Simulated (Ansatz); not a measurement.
Input and output for LaGeRu: DFT, PBEsol, PAW with Ansatz's default frozen-core files, scalar-relativistic (Ansatz 0.2.0). This run: product relaxed.

The cell is Materials Project entry mp-19898, used as a structure alone.

Command: `ansatz run input.yaml --threads 2 --pin off --max-ram 5120MiB --backend cpu --events-out ev --progress --plain --runs-dir out` It took 42 s on 2 threads of Intel(R) Xeon(R) 6975P-C (Granite Rapids), with other jobs on the host, peak memory 0.63 GiB.

```yaml
crystal:
  lattice:
    - [4.34232008, 0.0, 0.0]
    - [0.0, 4.34232008, 0.0]
    - [0.0, 0.0, 7.04831798]
  atoms:
    - { symbol: La, position: [0.0, 0.5, 0.30862188] }
    - { symbol: La, position: [0.5, 0.0, 0.69137812] }
    - { symbol: Ge, position: [0.0, 0.5, 0.81866759] }
    - { symbol: Ge, position: [0.5, 0.0, 0.18133241] }
    - { symbol: Ru, position: [0.0, 0.0, 0.0] }
    - { symbol: Ru, position: [0.5, 0.5, 0.0] }
kpoints:
  mp_grid: { grid: [8, 8, 5] }
scf:
  occupations: { method: fermi_dirac, width: 0.05 }
hamiltonian:
  xc: pbesol
  pseudopotentials: { kind: paw }
output:
  forces: true
  stress: true
  eigenvalues: true
relax:
  f_tol: 0.005
  max_steps: 50
  cell: {}
```

Output:

```
Engine: ansatz 0.2.0
Pseudopotentials: kind: paw
Pseudopotential: La, paw, valence charge 11, recommended cutoff 420 eV (normal), La.paw.azcp
Pseudopotential: Ge, paw, valence charge 14, recommended cutoff 420 eV (normal), Ge.paw.azcp
Pseudopotential: Ru, paw, valence charge 16, recommended cutoff 420 eV (normal), Ru.paw.azcp
Functional definition: PBEsol
  exchange = pbesol_x
  correlation = pbesol_c
Crystal: 6 atoms, lattice volume = 132.901 Å³
Basis set: ecut = 420 eV, 2599 PW (Γ), exchange–correlation on 60×60×96 points (8 copies of the dense FFT grid, shifted against one another)
Bands: 50, of which v1, the nominal top of the filled ones, is band 41 counted from 1 (40 counted from 0)
Symmetry: 16 space group operations
Space group: P4/nmm (ITA 129), of the structure as read, at distance tolerance 5.1e-5 Å
k-points: 45 of 320
Non-local potential: La, projectors of the file, l = 0: 3, l = 1: 2, l = 2: 2, l = 3: 3
Non-local potential: Ge, projectors of the file, l = 0: 2, l = 1: 2, l = 2: 3, l = 3: 1
Non-local potential: Ru, projectors of the file, l = 0: 3, l = 1: 2, l = 2: 2, l = 3: 1
PAW form: soft (Blöchl's): semilocal exchange-correlation on the pseudo side does not see the compensation charge
PAW frozen core: La, regenerated for the run's functional, and the local potential with it (the file was generated under x = pbe(κ = 0.804, μ = 0.2195149727645171), c = pbe(β = 0.06672455060314922))
PAW frozen core: Ge, regenerated for the run's functional, and the local potential with it (the file was generated under x = pbe(κ = 0.804, μ = 0.2195149727645171), c = pbe(β = 0.06672455060314922))
PAW frozen core: Ru, regenerated for the run's functional, and the local potential with it (the file was generated under x = pbe(κ = 0.804, μ = 0.2195149727645171), c = pbe(β = 0.06672455060314922))
PAW one-centre angular grid: La, 590 points (default); XC on 64 Gauss nodes
PAW one-centre angular grid: Ge, 590 points (default); XC on 64 Gauss nodes
PAW one-centre angular grid: Ru, 590 points (default); XC on 64 Gauss nodes
Initial density: superposition of atomic densities (neutral atoms: chi_scale 0, normalization atom), corrected by the library's trained network
Initial wavefunctions: pseudopotential atomic-orbital guess
Functional: x = pbesol(κ = 0.804, μ = 0.12345679012345678), c = pbesol(β = 0.046)
SCF iter   1: F=—  HF=-32466.686477 eV  |F-HF|=—  |Δ(HF+E_count)|=         —  Δρ=6.76e-3  dr2=1.18e-1  ethr=1.77e-3  ⟨swp⟩=5.6  Hψ=7762  notcnv=0  defer=6
preconditioner: auto → Kerker (q_TF=auto, 2.517 Å⁻¹)  [metal: Δε(μ)=0.017 eV  Ē_g=13.889 eV  σ=0.050 eV  W_gap=0.08  n_scr=36 (ndim 8)  ℏωp=25.4 eV  f_vac=0.000  D(μ)=5.03/eV (n_scr^D=36)]
SCF iter   2: F=—  HF=-32466.677581 eV  |F-HF|=—  |Δ(HF+E_count)|=   8.90e-3  Δρ=2.43e-3  dr2=1.16e-2  ethr=1.44e-4  ⟨swp⟩=3.6  Hψ=4753  notcnv=0  defer=69
SCF iter   3: F=—  HF=-32466.676856 eV  |F-HF|=—  |Δ(HF+E_count)|=   7.25e-4  Δρ=7.22e-4  dr2=4.51e-4  ethr=1.41e-5  ⟨swp⟩=2.0  Hψ=2892  notcnv=0  defer=69
SCF iter   4: F=—  HF=-32466.676889 eV  |F-HF|=—  |Δ(HF+E_count)|=   3.32e-5  Δρ=2.46e-4  dr2=7.84e-5  ethr=5.50e-7  ⟨swp⟩=2.1  Hψ=3659  notcnv=0  defer=69
SCF iter   5: F=—  HF=-32466.677006 eV  |F-HF|=—  |Δ(HF+E_count)|=   1.17e-4  Δρ=7.69e-5  dr2=1.24e-5  ethr=9.56e-8  ⟨swp⟩=2.1  Hψ=3862  notcnv=0  defer=69
SCF iter   6: F=—  HF=-32466.677006 eV  |F-HF|=—  |Δ(HF+E_count)|=   1.83e-8  Δρ=2.14e-5  dr2=1.27e-6  ethr=1.51e-8  ⟨swp⟩=2.1  Hψ=3585  notcnv=0  defer=69
SCF iter   7: F=—  HF=-32466.677006 eV  |F-HF|=—  |Δ(HF+E_count)|=   1.55e-7  Δρ=7.45e-6  dr2=1.84e-7  ethr=1.54e-9  ⟨swp⟩=2.4  Hψ=3359  notcnv=0  defer=69
SCF iter   8: F=-32466.677005 eV  HF=-32466.677005 eV  |F-HF|=1.10e-8  |Δ(HF+E_count)|=   2.30e-8  Δρ=1.83e-6  dr2=1.66e-8  ethr=1.22e-10  ⟨swp⟩=13.2  Hψ=9891  notcnv=0
SCF 1 converged in 8 iterations: F = -32466.677005 eV  dr2 = 1.66e-8
  greatest PAW one-centre occupation: 0.999 electrons in one spin orbital (limit 2), on the Ru atom at site 5 (counted from 0), in its partial waves of l = 0
relax step   1: F+E_penalty+E_count = -32466.67700548 eV  Δ(F+E_penalty+E_count) = +0.000e0 eV  max|allowed force component| = 1.037e-1 eV/Å  Δτ_max = 0.0000 Å  P = -3.029 GPa  Ω = 132.901 Å³  (8 SCF iters, dr2 threshold 1.00e-7 eV, accepted)
Crystal: 6 atoms, lattice volume = 124.003 Å³
Basis set: ecut = 420 eV, 2391 PW (Γ), exchange–correlation on 60×60×96 points (8 copies of the dense FFT grid, shifted against one another)
Initial density: handed on by an earlier stage of this run
Initial wavefunctions: those handed on with the density
iter 1 solved again at ethr=2.59e-3 eV; its pass at ethr=3.10e-3 eV (dr2=2.12e0 eV) is discarded
SCF iter   1: F=—  HF=-32466.840351 eV  |F-HF|=—  |Δ(HF+E_count)|=         —  Δρ=2.14e-2  dr2=2.15e0  ethr=2.59e-3  ⟨swp⟩=1.1  Hψ=12249  notcnv=0
preconditioner: auto → Kerker (q_TF=auto, 2.547 Å⁻¹)  [metal: Δε(μ)=0.011 eV  Ē_g=13.937 eV  σ=0.050 eV  W_gap=0.05  n_scr=36 (ndim 8)  ℏωp=26.3 eV  f_vac=0.000  D(μ)=5.10/eV (n_scr^D=38)]
SCF iter   2: F=—  HF=-32466.704884 eV  |F-HF|=—  |Δ(HF+E_count)|=   1.35e-1  Δρ=7.94e-3  dr2=3.87e-1  ethr=2.59e-3  ⟨swp⟩=2.9  Hψ=2698  notcnv=0
SCF iter   3: F=—  HF=-32466.675157 eV  |F-HF|=—  |Δ(HF+E_count)|=   2.97e-2  Δρ=1.80e-3  dr2=2.51e-2  ethr=4.72e-4  ⟨swp⟩=3.1  Hψ=2930  notcnv=0  defer=4
SCF iter   4: F=—  HF=-32466.672717 eV  |F-HF|=—  |Δ(HF+E_count)|=   2.44e-3  Δρ=5.73e-4  dr2=5.38e-4  ethr=3.07e-5  ⟨swp⟩=2.2  Hψ=3858  notcnv=0  defer=10
SCF iter   5: F=—  HF=-32466.672620 eV  |F-HF|=—  |Δ(HF+E_count)|=   9.75e-5  Δρ=2.62e-4  dr2=1.17e-4  ethr=6.56e-7  ⟨swp⟩=2.8  Hψ=4227  notcnv=0  defer=10
SCF iter   6: F=—  HF=-32466.672568 eV  |F-HF|=—  |Δ(HF+E_count)|=   5.18e-5  Δρ=1.10e-4  dr2=3.10e-5  ethr=1.43e-7  ⟨swp⟩=2.3  Hψ=3398  notcnv=0  defer=10
SCF iter   7: F=—  HF=-32466.672562 eV  |F-HF|=—  |Δ(HF+E_count)|=   5.97e-6  Δρ=2.69e-5  dr2=7.61e-7  ethr=3.78e-8  ⟨swp⟩=2.0  Hψ=3609  notcnv=0  defer=10
SCF iter   8: F=-32466.672562 eV  HF=-32466.672562 eV  |F-HF|=1.91e-8  |Δ(HF+E_count)|=   1.14e-7  Δρ=6.91e-6  dr2=3.92e-8  ethr=7.32e-10  ⟨swp⟩=11.6  Hψ=11141  notcnv=0
SCF 2 converged in 8 iterations: F = -32466.672562 eV  dr2 = 3.92e-8
[... lines left out ...]
SCF converged after 6 iterations
Free energy (F): -32466.720222 eV
Harris-Foulkes:  -32466.720222 eV  (|F-HF|=2.18e-11)
Internal energy: -32466.681363 eV  (E = F + TS)
E sigma→0 (E₀):  -32466.700793 eV
Entropy (-TS):   -0.038859 eV (-6.477 meV/atom)
Fermi energy:    14.350534 eV
--- Per-component energies (eV) ---
  E_band       = -511.594205
  E_kinetic    = 1648.738615
  E_local      = -11349.924715  (includes V_loc(G=0)·N_el)
  E_nonlocal   = 1729.147692
  E_hartree    = 4786.931349
  E_xc         = -809.966157
  E_vxc        = -907.135974  (∫ρ·V_xc dr)
  E_paw        = -21417.948543  (= ΣΔE_a)
  E_vpaw       = -1206.283254  (= ΣTr[D̂ρ^β])
  E_aug_tail   = 0.000212  (compensation charges beyond the density's cutoff)
  E_ewald      = -7056.341300
  E_core_change = 2.681483  (= ΣΔE_core)
  E_smearing   = -0.038859  (= −TS)
  E_closure    = -0.000000  (closes the sum)
  Σ components = -32466.720222   (vs F -32466.720222, Δ=0.00e0)
--- Forces (eV/Å), atoms counted from 1 ---
  atom   1  La     0.00000000     0.00000000     0.00002086
  atom   2  La     0.00000000     0.00000000    -0.00002086
  atom   3  Ge     0.00000000     0.00000000     0.00004993
  atom   4  Ge     0.00000000     0.00000000    -0.00004993
  atom   5  Ru     0.00000000     0.00000000    -0.00000000
  atom   6  Ru     0.00000000     0.00000000    -0.00000000
  max |Σ_I F_I| component: 4.16e-17 eV/Å
--- Stress (GPa, compression-positive) ---
        0.004506       0.000000       0.000000
        0.000000       0.004506       0.000000
        0.000000       0.000000      -0.000732
  P = ⅓ Tr σ = 0.0028 GPa (0.028 kbar)
--- Band table (eV; the first three rows and the last of 45) ---
  k-point 0: bands = ["-57.7254", "-57.6992", "-27.9169", "-27.9169", "-27.7572", "-27.7572", "-27.7120", "-27.6713", "-17.9301", "-17.8580", "-9.5835", "-9.5770", "-9.5748", "-9.5691", "-9.5617", "-9.5617", "-9.5613", "-9.5613", "-9.5453", "-9.5435", "-1.9718", "-1.7195", "-1.7195", "-1.5750", "-1.5551", "-1.5551", "4.6167", "5.4709", "9.8282", "10.6493", "10.6493", "10.7998", "10.8415", "11.8271", "12.3560", "12.3560", "13.8812", "13.8812", "14.1281", "14.1464", "14.8362", "15.1372", "15.3308", "15.3485", "16.0696", "16.0696", "16.2873", "16.3815", "16.3815", "16.5858"]
  k-point 1: bands = ["-57.7254", "-57.6992", "-27.9169", "-27.9169", "-27.7572", "-27.7572", "-27.7120", "-27.6713", "-17.9272", "-17.8608", "-9.5835", "-9.5771", "-9.5748", "-9.5691", "-9.5618", "-9.5618", "-9.5612", "-9.5612", "-9.5454", "-9.5438", "-1.9449", "-1.7257", "-1.7257", "-1.6143", "-1.5487", "-1.5487", "4.7216", "5.4859", "9.7242", "10.5109", "10.6589", "10.6589", "10.8008", "11.9091", "12.3423", "12.3423", "13.9093", "13.9093", "14.0658", "14.1444", "14.3083", "15.2427", "15.3485", "15.9108", "15.9480", "15.9480", "16.4519", "16.4519", "16.5844", "16.7141"]
  k-point 2: bands = ["-57.7254", "-57.6992", "-27.9169", "-27.9169", "-27.7572", "-27.7572", "-27.7120", "-27.6713", "-17.9219", "-17.8661", "-9.5835", "-9.5771", "-9.5748", "-9.5691", "-9.5619", "-9.5619", "-9.5610", "-9.5610", "-9.5456", "-9.5442", "-1.8802", "-1.7348", "-1.7348", "-1.6988", "-1.5391", "-1.5391", "4.9209", "5.4886", "9.5914", "10.0126", "10.6753", "10.6753", "10.8022", "12.0785", "12.3141", "12.3141", "13.6431", "13.9849", "13.9849", "14.0261", "14.1800", "15.3485", "15.6186", "15.6930", "15.6930", "16.4330", "16.5820", "16.6076", "16.6076", "16.7560"]
  k-point 44: bands = ["-57.7122", "-57.7122", "-27.9400", "-27.9400", "-27.7413", "-27.7413", "-27.6896", "-27.6896", "-17.8650", "-17.8650", "-9.5769", "-9.5769", "-9.5706", "-9.5706", "-9.5696", "-9.5696", "-9.5666", "-9.5666", "-9.5446", "-9.5446", "-1.9968", "-1.9968", "-1.7668", "-1.7668", "-1.6930", "-1.6930", "5.6712", "5.6712", "9.7064", "9.7064", "11.9670", "11.9670", "12.1140", "12.1140", "12.3185", "12.3185", "13.0131", "13.0131", "13.4878", "13.4878", "13.8921", "13.8921", "15.1525", "15.1525", "15.8854", "15.8854", "16.6085", "16.6085", "16.7175", "16.7175"]
--- Relaxed structure (6 steps of the walk, 5 accepted, 1 SCFs on fresh bases) ---
  F+E_penalty+E_count = -32466.72022213 eV   max|allowed force component| = 4.993e-5 eV/Å   (the final SCF, on the basis selected at the relaxed cell)
  cell:  # Å, volume = 128.3303 Å³
    - [4.287663954275449, -3.2775495244071414e-34, 0.0]
    - [-3.2775495244071414e-34, 4.287663954275449, 0.0]
    - [0.0, 0.0, 6.980521263023915]
  atoms:
    - { symbol: La, position: [2.3100289573809003e-37, 0.5, 0.311790444123159] }
    - { symbol: La, position: [0.5, -7.218840491816416e-38, 0.6882095558768412] }
    - { symbol: Ge, position: [1.443768098363016e-37, 0.5, 0.8152903603281746] }
    - { symbol: Ge, position: [0.5, 1.443768098362428e-38, 0.18470963967182547] }
    - { symbol: Ru, position: [2.310028957380971e-37, -7.218840491815534e-38, 1.2818686855053609e-21] }
    - { symbol: Ru, position: [0.5, 0.5, 1.2818686855052377e-21] }
```

Next run (reactant 1 relaxed), as changes to the input before:

```diff
   lattice:
-    - [4.34232008, 0.0, 0.0]
-    - [0.0, 4.34232008, 0.0]
-    - [0.0, 0.0, 7.04831798]
+    - [-2.160492, 2.160492, 7.840547]
+    - [2.160492, -2.160492, 7.840547]
+    - [2.160492, 2.160492, -7.840547]
   atoms:
-    - { symbol: La, position: [0.0, 0.5, 0.30862188] }
-    - { symbol: La, position: [0.5, 0.0, 0.69137812] }
-    - { symbol: Ge, position: [0.0, 0.5, 0.81866759] }
-    - { symbol: Ge, position: [0.5, 0.0, 0.18133241] }
-    - { symbol: Ru, position: [0.0, 0.0, 0.0] }
-    - { symbol: Ru, position: [0.5, 0.5, 0.0] }
+    - { symbol: La, position: [0.25, 0.75, 0.5] }
+    - { symbol: La, position: [0.5, 0.5, 0.0] }
+    - { symbol: Ge, position: [0.667876, 0.167876, 0.5] }
+    - { symbol: Ge, position: [0.082124, 0.082124, 0.0] }
+    - { symbol: Ge, position: [0.832124, 0.332124, 0.5] }
+    - { symbol: Ge, position: [0.917876, 0.917876, 0.0] }
 kpoints:
-  mp_grid: { grid: [8, 8, 5] }
+  mp_grid: { grid: [11, 11, 11] }
 scf:
```

Results part of the output:

```
basis re-selected at this cell: Δ(F+E_penalty+E_count) = +7.243e-4 eV, ΔP = +0.003 GPa vs the last step (what re-selecting the basis moved, of the pressure what is left beyond the Pulay correction that the steps carried, after the strain that the cell walked since its last selection, with what the two solves' SCF thresholds leave and, on support functions, any second-order correction that the steps lacked; it is no measure of the basis error at this ecutwfc). This SCF's stress stands 4.48e-2 GPa from its target on what of the cell is left free (relax.cell.stress_tol is 5.00e-2 GPa) and its largest allowed force component is 1.54e-3 eV/Å (relax.f_tol is 5.00e-3 eV/Å): within both
SCF converged after 6 iterations
Free energy (F): -29340.958923 eV
Harris-Foulkes:  -29340.958923 eV  (|F-HF|=2.18e-11)
Internal energy: -29340.937988 eV  (E = F + TS)
E sigma→0 (E₀):  -29340.948455 eV
Entropy (-TS):   -0.020935 eV (-3.489 meV/atom)
Fermi energy:    11.806632 eV
--- Per-component energies (eV) ---
  E_band       = -485.592989
  E_kinetic    = 833.130899
  E_local      = -10261.723911  (includes V_loc(G=0)·N_el)
  E_nonlocal   = 1870.891750
  E_hartree    = 4502.717944
  E_xc         = -580.154566
  E_vxc        = -557.957321  (∫ρ·V_xc dr)
[... lines left out ...]
  k-point 1: bands = ["-20.8909", "-20.8711", "-12.8326", "-12.8133", "-12.7985", "-12.7387", "-12.7026", "-12.6817", "-12.6694", "-12.6642", "-12.6593", "-12.6520", "-12.6504", "-12.5988", "-12.5987", "-12.5732", "-12.5724", "-12.5616", "-12.5548", "-12.5392", "-12.5343", "-12.5211", "-4.9124", "-4.5748", "-4.5594", "-4.5579", "-4.5465", "-4.4976", "0.3020", "2.2604", "3.3172", "7.5934", "8.3692", "8.8210", "9.6002", "9.8103", "10.0141", "11.1413", "11.3979", "11.7637", "12.5008", "12.6284", "13.0355", "13.2776", "13.3079", "13.6350", "13.7846"]
  k-point 2: bands = ["-20.8822", "-20.8653", "-12.8418", "-12.8163", "-12.7793", "-12.7532", "-12.7225", "-12.6915", "-12.6687", "-12.6609", "-12.6474", "-12.6473", "-12.6457", "-12.5956", "-12.5943", "-12.5740", "-12.5717", "-12.5545", "-12.5539", "-12.5389", "-12.5330", "-12.5223", "-4.8486", "-4.6859", "-4.6320", "-4.6261", "-4.6073", "-4.4938", "0.7119", "2.3342", "3.4081", "6.7563", "7.6131", "8.5946", "9.0948", "10.0116", "10.4530", "11.0771", "11.7966", "11.8984", "11.9481", "12.3311", "13.3195", "13.4451", "13.6365", "13.6381", "13.7766"]
  k-point 125: bands = ["-20.8826", "-20.8822", "-12.8189", "-12.8121", "-12.7916", "-12.7816", "-12.6981", "-12.6888", "-12.6659", "-12.6648", "-12.6360", "-12.6331", "-12.6288", "-12.6279", "-12.5942", "-12.5916", "-12.5616", "-12.5602", "-12.5598", "-12.5597", "-12.5218", "-12.5210", "-4.7416", "-4.7300", "-4.5887", "-4.5562", "-4.5179", "-4.4845", "0.9054", "0.9313", "5.2901", "5.4247", "8.5479", "8.9978", "9.7458", "9.9694", "10.1836", "10.7591", "12.1453", "12.3116", "12.6984", "12.7474", "13.3246", "13.3812", "13.6067", "13.6209", "13.6977"]
--- Relaxed structure (4 steps of the walk, 4 accepted, 1 SCFs on fresh bases) ---
  F+E_penalty+E_count = -29340.95892289 eV   max|allowed force component| = 1.545e-3 eV/Å   (the final SCF, on the basis selected at the relaxed cell)
  cell:  # Å, volume = 139.6603 Å³
    - [-2.1242496420915367, 2.1242496420915367, 7.737524252080186]
    - [2.1242496420915367, -2.1242496420915367, 7.737524252080186]
    - [2.1242496420915367, 2.1242496420915367, -7.737524252080186]
  atoms:
    - { symbol: La, position: [0.24999999999999994, 0.7500000000000001, 0.5000000000000001] }
    - { symbol: La, position: [0.5, 0.5, -1.7212090725270951e-34] }
    - { symbol: Ge, position: [0.6681732512472001, 0.16817325124719984, 0.5000000000000001] }
    - { symbol: Ge, position: [0.08182674875280016, 0.08182674875280016, 4.194823163071015e-34] }
    - { symbol: Ge, position: [0.8318267487528002, 0.33182674875280016, 0.5] }
    - { symbol: Ge, position: [0.9181732512472, 0.9181732512472, 6.6448094985173215e-34] }
```

Next run (reactant 2 relaxed), as changes to the input before:

```diff
   lattice:
-    - [-2.160492, 2.160492, 7.840547]
-    - [2.160492, -2.160492, 7.840547]
-    - [2.160492, 2.160492, -7.840547]
+    - [0.0, 3.855, 3.855]
+    - [3.855, 0.0, 3.855]
+    - [3.855, 3.855, 0.0]
   atoms:
-    - { symbol: La, position: [0.25, 0.75, 0.5] }
-    - { symbol: La, position: [0.5, 0.5, 0.0] }
-    - { symbol: Ge, position: [0.667876, 0.167876, 0.5] }
-    - { symbol: Ge, position: [0.082124, 0.082124, 0.0] }
-    - { symbol: Ge, position: [0.832124, 0.332124, 0.5] }
-    - { symbol: Ge, position: [0.917876, 0.917876, 0.0] }
+    - { symbol: La, position: [0.0, 0.0, 0.0] }
+    - { symbol: La, position: [0.25, 0.25, 0.25] }
+    - { symbol: Ru, position: [0.625, 0.625, 0.625] }
+    - { symbol: Ru, position: [0.125, 0.625, 0.625] }
+    - { symbol: Ru, position: [0.625, 0.625, 0.125] }
+    - { symbol: Ru, position: [0.625, 0.125, 0.625] }
 kpoints:
-  mp_grid: { grid: [11, 11, 11] }
+  mp_grid: { grid: [7, 7, 7] }
 scf:
```

Command: `ansatz run input.yaml --threads 2 --pin off --max-ram 5120MiB --backend cpu --events-out ev --progress --plain --runs-dir out` It took 11 s on 2 threads of Intel(R) Xeon(R) 6975P-C (Granite Rapids), with other jobs on the host, peak memory 0.51 GiB.

Results part of the output:

```
basis re-selected at this cell: Δ(F+E_penalty+E_count) = +7.543e-4 eV, ΔP = +0.010 GPa vs the last step (what re-selecting the basis moved, of the pressure what is left beyond the Pulay correction that the steps carried, after the strain that the cell walked since its last selection, with what the two solves' SCF thresholds leave and, on support functions, any second-order correction that the steps lacked; it is no measure of the basis error at this ecutwfc). The dense FFT grid was sized anew with the basis: this SCF ran on 36×36×36 points, the steps before it on 40×40×40, so part of this shift can come from that change (see relax.cell in the input reference). This SCF's stress stands 5.72e-3 GPa from its target on what of the cell is left free (relax.cell.stress_tol is 5.00e-2 GPa) and its largest allowed force component is 5.01e-18 eV/Å (relax.f_tol is 5.00e-3 eV/Å): within both
SCF converged after 9 iterations
Free energy (F): -35588.935666 eV
Harris-Foulkes:  -35588.935666 eV  (|F-HF|=7.28e-12)
Internal energy: -35588.865835 eV  (E = F + TS)
E sigma→0 (E₀):  -35588.900750 eV
Entropy (-TS):   -0.069830 eV (-11.638 meV/atom)
Fermi energy:    18.575357 eV
--- Per-component energies (eV) ---
  E_band       = -379.215349
  E_kinetic    = 2455.403091
  E_local      = -7321.420131  (includes V_loc(G=0)·N_el)
  E_nonlocal   = 1581.284728
  E_hartree    = 2592.411861
  E_xc         = -1037.561186
[... lines left out ...]
  k-point 2: bands = ["-53.5149", "-53.4283", "-53.4126", "-53.4126", "-24.1177", "-23.6858", "-23.6683", "-23.6683", "-23.4955", "-23.4955", "-23.3614", "-23.2974", "-23.2974", "-23.2301", "-23.2301", "-23.2192", "-13.0123", "-12.6110", "2.5648", "2.5648", "2.6118", "3.6732", "3.7757", "3.7757", "13.1335", "14.5756", "14.6017", "14.6017", "15.2008", "15.7137", "15.7137", "15.7987", "16.0676", "16.0676", "17.5560", "17.6864", "17.6864", "17.8342", "17.8342", "18.4100", "18.4377", "18.5525", "18.5525", "18.9464", "18.9464", "19.8224", "20.0006", "20.0006", "20.9951", "20.9951", "21.0988", "21.5502"]
  k-point 19: bands = ["-53.4799", "-53.4636", "-53.4126", "-53.4126", "-23.9122", "-23.8125", "-23.5735", "-23.5643", "-23.4995", "-23.4613", "-23.4109", "-23.3889", "-23.3075", "-23.3041", "-23.3038", "-23.2475", "-12.8478", "-12.7749", "2.3287", "2.4157", "3.0518", "3.2890", "3.9537", "4.0197", "14.3428", "14.9002", "15.2244", "15.3486", "15.5036", "15.5389", "15.7484", "15.8191", "16.1981", "16.4148", "16.4755", "16.6879", "17.0045", "17.0159", "17.4419", "17.5875", "17.9714", "18.1878", "18.2792", "18.3969", "19.0615", "19.3976", "20.4460", "20.7950", "21.1398", "21.2833", "21.3724", "21.4394"]
--- Relaxed structure (4 steps of the walk, 3 accepted, 1 SCFs on fresh bases) ---
  F+E_penalty+E_count = -35588.93566550 eV   max|allowed force component| = 5.011e-18 eV/Å   (the final SCF, on the basis selected at the relaxed cell)
  cell:  # Å, volume = 109.8089 Å³
    - [-1.4649195067677203e-34, 3.8007492960486253, 3.8007492960486253]
    - [3.8007492960486253, -8.279979080352949e-35, 3.8007492960486253]
    - [3.8007492960486253, 3.8007492960486253, 1.1464587074015075e-34]
  atoms:
    - { symbol: La, position: [6.495203437390507e-36, -1.3074346556411286e-35, 2.286699883927749e-36] }
    - { symbol: La, position: [0.25, 0.25, 0.25] }
    - { symbol: Ru, position: [0.6249999999999999, 0.6249999999999999, 0.6249999999999999] }
    - { symbol: Ru, position: [0.1250000000000001, 0.6249999999999999, 0.6249999999999999] }
    - { symbol: Ru, position: [0.6249999999999999, 0.6249999999999999, 0.1250000000000001] }
    - { symbol: Ru, position: [0.6249999999999999, 0.1250000000000001, 0.6249999999999999] }
```

Spin–orbit coupling is left out, which matters for the heavy atoms. The PAW files were made under PBE.
